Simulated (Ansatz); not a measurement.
Input file for Ansatz (a program for electronic structure):

Ansatz 0.2 input:
```yaml
crystal:
  lattice:
    - [4.1771773392, 0.0, 0.0]
    - [0.0, 4.1771773392, 0.0]
    - [0.0, 0.0, 4.1771773392]
  atoms:
    - { symbol: Ba, position: [0.0, 0.0, 0.0] }
    - { symbol: Hf, position: [0.5, 0.5, 0.5] }
    - { symbol: O, position: [0.0, 0.5, 0.5] }
    - { symbol: O, position: [0.5, 0.5, 0.0] }
    - { symbol: O, position: [0.5, 0.0, 0.5] }
kpoints:
  mp_grid: { grid: [6, 6, 6] }
hamiltonian:
  xc: r2scan
  pseudopotentials: { kind: paw }
scf:
  occupations: { method: fixed }
output:
  optics: { e_range: [0.0, 15.0], de: 0.05, sigma: 0.1, bands: { spectra_wanted_up_to: 12 eV } }
```

Output (shortened):

```
output.optics: the spectra are integrated over the Brillouin zone by k·p interpolation around the k-points, where levels, occupations, output.optics.sigma and …
Pseudopotential: Ba, paw, valence charge 10
Pseudopotential: Hf, paw, valence charge 26
Pseudopotential: O, paw, valence charge 6
Functional definition: r2SCAN
Crystal: 5 atoms, lattice volume = 72.887 Å³
Basis set: ecut = 500 eV, 1863 PW (Γ), exchange–correlation on 128×128×128 points (64 copies of the dense FFT grid, shifted against one another)
Bands: 33, of which v1, the nominal top of the filled ones, is band 27 counted from 1 (26 counted from 0)
Symmetry: 48 space group operations
Space group: Pm-3m (ITA 221), of the structure as read, at distance tolerance 4.2e-5 Å
k-points: 20 of 216
SCF iter   1: F=—  HF=-23413.635963 eV  |F-HF|=—  |Δ(HF+E_count)|=         —  Δρ=9.55e-3  dr2=7.16e-2  dr2_τ=2.39e-1  ethr=1.77e-3  ⟨swp⟩=4.4  Hψ=2324  notcnv=0  defer=62
preconditioner: auto → Resta (q_TF=auto, 2.595 Å⁻¹)
SCF iter   2: F=—  HF=-23413.742105 eV  |F-HF|=—  |Δ(HF+E_count)|=   1.06e-1  Δρ=4.68e-3  dr2=1.16e-2  dr2_τ=2.34e-3  ethr=1.33e-4  ⟨swp⟩=2.5  Hψ=1431  notcnv=0  defer=71
SCF iter   3: F=—  HF=-23413.740465 eV  |F-HF|=—  |Δ(HF+E_count)|=   1.64e-3  Δρ=2.74e-3  dr2=2.78e-3  dr2_τ=4.18e-4  ethr=2.14e-5  ⟨swp⟩=2.5  Hψ=1027  notcnv=0  defer=76
SCF iter   4: F=—  HF=-23413.739991 eV  |F-HF|=—  |Δ(HF+E_count)|=   4.74e-4  Δρ=6.50e-4  dr2=3.78e-4  dr2_τ=7.83e-5  ethr=5.15e-6  ⟨swp⟩=2.5  Hψ=1161  notcnv=0  defer=75
SCF iter   5: F=—  HF=-23413.739908 eV  |F-HF|=—  |Δ(HF+E_count)|=   8.25e-5  Δρ=2.32e-4  dr2=1.92e-5  dr2_τ=3.84e-6  ethr=6.99e-7  ⟨swp⟩=2.1  Hψ=1102  notcnv=0  defer=76
SCF iter   6: F=—  HF=-23413.739910 eV  |F-HF|=—  |Δ(HF+E_count)|=   2.20e-6  Δρ=5.18e-5  dr2=1.61e-6  dr2_τ=1.54e-7  ethr=3.56e-8  ⟨swp⟩=2.0  Hψ=1159  notcnv=0  defer=39
SCF iter   7: F=—  HF=-23413.739912 eV  |F-HF|=—  |Δ(HF+E_count)|=   1.44e-6  Δρ=1.14e-5  dr2=1.01e-7  dr2_τ=9.31e-9  ethr=2.98e-9  ⟨swp⟩=2.0  Hψ=1083  notcnv=0  defer=28
SCF iter   8: F=—  HF=-23413.739912 eV  |F-HF|=—  |Δ(HF+E_count)|=   7.94e-9  Δρ=1.35e-6  dr2=1.33e-9  dr2_τ=7.34e-11  ethr=1.87e-10  ⟨swp⟩=2.0  Hψ=1047  notcnv=0  defer=28
SCF iter  10: F=-23413.739912 eV  HF=-23413.739912 eV  |F-HF|=3.64e-12  |Δ(HF+E_count)|=  7.28e-12  Δρ=6.86e-8  dr2=3.18e-12  dr2_τ=1.83e-13  ethr=1.00e-12  ⟨swp⟩=9.9  Hψ=3075  notcnv=0
SCF 1 converged in 10 iterations: F = -23413.739912 eV  dr2 = 3.18e-12
NSCF: frozen V_eff on 20 k-points
Optics k sum: 0 of 20 k-points
Optics k sum: 1 of 20 k-points
Optics k sum: 2 of 20 k-points
Optics k sum: 3 of 20 k-points
Optics k sum: 4 of 20 k-points
Optics k sum: 5 of 20 k-points
Optics k sum: 6 of 20 k-points
Optics k sum: 7 of 20 k-points
Optics k sum: 8 of 20 k-points
Optics k sum: 9 of 20 k-points
Optics k sum: 10 of 20 k-points
Optics k sum: 11 of 20 k-points
Optics k sum: 12 of 20 k-points
Optics k sum: 13 of 20 k-points
Optics k sum: 14 of 20 k-points
Optics k sum: 15 of 20 k-points
Optics k sum: 16 of 20 k-points
Optics k sum: 17 of 20 k-points
Optics k sum: 18 of 20 k-points
Optics k sum: 19 of 20 k-points
Optics k sum: 20 of 20 k-points
Optics k sum: 0 of 20 k-points
Optics k sum: 1 of 20 k-points
Optics k sum: 2 of 20 k-points
Optics k sum: 3 of 20 k-points
Optics k sum: 4 of 20 k-points
Optics k sum: 5 of 20 k-points
Optics k sum: 6 of 20 k-points
Optics k sum: 7 of 20 k-points
Optics k sum: 8 of 20 k-points
Optics k sum: 9 of 20 k-points
Optics k sum: 10 of 20 k-points
Optics k sum: 11 of 20 k-points
Optics k sum: 12 of 20 k-points
Optics k sum: 13 of 20 k-points
Optics k sum: 14 of 20 k-points
Optics k sum: 15 of 20 k-points
Optics k sum: 16 of 20 k-points
Optics k sum: 17 of 20 k-points
Optics k sum: 18 of 20 k-points
Optics k sum: 19 of 20 k-points
Optics k sum: 20 of 20 k-points
output.optics: what the bands over the 49 summed would add to eps1, eps2 and the energy-loss function is held between a lower and an upper bound (13 Lanczos …
SCF converged after 10 iterations
Free energy (F): -23413.739912 eV
Harris-Foulkes:  -23413.739912 eV  (|F-HF|=3.64e-12)
Internal energy: -23413.739912 eV  (E = F + TS)
E sigma→0 (E₀):  -23413.739912 eV
Fermi energy:    11.202024 eV
--- Per-component energies (eV) ---
  E_band       = -81.877767
  E_kinetic    = 1121.629240
  E_local      = -8017.921583  (includes V_loc(G=0)·N_el)
  E_nonlocal   = -1048.956177
  E_hartree    = 3654.024294
  E_xc         = -664.107535
  E_vxc        = -762.305563  (∫ρ·V_xc dr)
  E_paw        = -12683.748776  (= ΣΔE_a)
  E_vpaw       = 1275.638067  (= ΣTr[D̂ρ^β])
  E_aug_tail   = 0.002978  (compensation charges beyond the density's cutoff)
  E_vtau       = 41.986685  (kinetic-family band-sum trace: ∫τ·v_τ [+ j·A + Jᵃ·Aᵃ] dr)
  E_ewald      = -5774.958467
  E_core_change = 0.296115  (= ΣΔE_core)
  E_smearing   =  0.000000  (= −TS)
  E_closure    = 0.000000  (closes the sum)
  Σ components = -23413.739912   (vs F -23413.739912, Δ=0.00e0)
  [band-id]    e_kinetic+e_local+e_nonlocal+2·e_hartree+e_vxc+e_vpaw+e_augmentation_tail+e_vtau = -81.877766   (vs E_band -81.877767, Δ=1.03e-6)
--- Band table (eV; the first three rows and the last of 20) ---
  k-point 0: bands = ["-50.2393", "-18.3392", "-18.3392", "-18.3392", "-14.5905", "-6.3858", "-5.9035", "-5.9035", "0.6515", "0.6515", "0.6515", "1.4142", "1.4142", "1.4142", "1.4454", "1.4454", "1.4454", "1.4486", "9.5187", "9.5187", "9.5187", "10.2246", …
  k-point 1: bands = ["-50.2392", "-18.3771", "-18.3381", "-18.3381", "-14.5708", "-6.3720", "-5.8983", "-5.7785", "0.6744", "0.6744", "0.7030", "1.4129", "1.4129", "1.4318", "1.4449", "1.4477", "1.4477", "1.4484", "9.0431", "9.4493", "9.4493", "9.9974", …
  k-point 2: bands = ["-50.2389", "-18.4512", "-18.3360", "-18.3360", "-14.5315", "-6.4389", "-5.8879", "-5.4073", "0.7216", "0.7216", "0.8065", "1.4094", "1.4094", "1.4439", "1.4480", "1.4527", "1.4527", "1.4791", "7.8677", "9.2698", "9.2698", "9.6398", …
  k-point 19: bands = ["-50.2376", "-18.4721", "-18.4721", "-18.4721", "-14.4401", "-5.2185", "-5.2185", "-5.2185", "0.1612", "0.1612", "0.1612", "1.4476", "1.4632", "1.4632", "1.4632", "1.5267", "1.5267", "1.5267", "6.8161", "7.4264", "7.4264", "8.7219", …
```

Cost: very roughly 80 core-seconds on shared cores.

The r²SCAN relaxation kept the symmetry of its start; phonons on a q-mesh show no instability. No spin polarisation was allowed. Scalar-relativistic: spin–orbit coupling is off unless named, which matters more the heavier the elements.

Potentials: the later of the program's two PAW sets.

Ansatz is a plane-wave DFT program.
